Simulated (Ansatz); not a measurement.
A geometry of Pd away from equilibrium: step 2 of the relaxation of a relaxed Pd cell displaced along its unstable phonon at q = Γ (77i cm⁻¹), largest move 0.15 Å. Calculation: PBEsol (plane waves to 420 eV, PAW, scalar-relativistic; Ansatz, a first-principles code). Γ-centred k-mesh 9×9×12 on the run's cell (coarser than for final values), Fermi–Dirac smearing 0.05 eV.

```yaml
crystal:
  lattice:
    - [4.39849, 0.00000, 0.00000]
    - [-2.19924, 3.80920, 0.00000]
    - [0.00000, 0.00000, 2.63768]
  atoms:
    - { symbol: Pd, position: [0.00000, 0.00000, 0.00000] }
    - { symbol: Pd, position: [0.33333, 0.66667, 0.58178] }
    - { symbol: Pd, position: [0.66667, 0.33333, 0.41822] }
```

Problem. Give the Cartesian forces on all atoms (eV/Å).

Solution. 
```
atom    Fx    Fy     Fz
----  ----  ----  -----
Pd1   0.00  0.00   0.00
Pd2   0.00  0.00   0.34
Pd3   0.00  0.00  -0.34
```

Problem. What is the pressure?

Solution. +0.6 GPa, compression positive.

Problem. How much energy per atom can still be gained by relaxing?

Solution. 0.04 eV/atom; the path ends in Im-3m (No. 229) (bcc (W type)).

No spin polarisation in the result.

The run could not lose the symmetry of its start: the end is stationary, and may be a saddle point rather than a minimum.

The end of the path is a generated cell of Pd: the first start was made by placing the elements on the sites of a structure type, and the end was not matched to a known phase here, so it may be hypothetical. Known forms of Pd include space group No. 225.
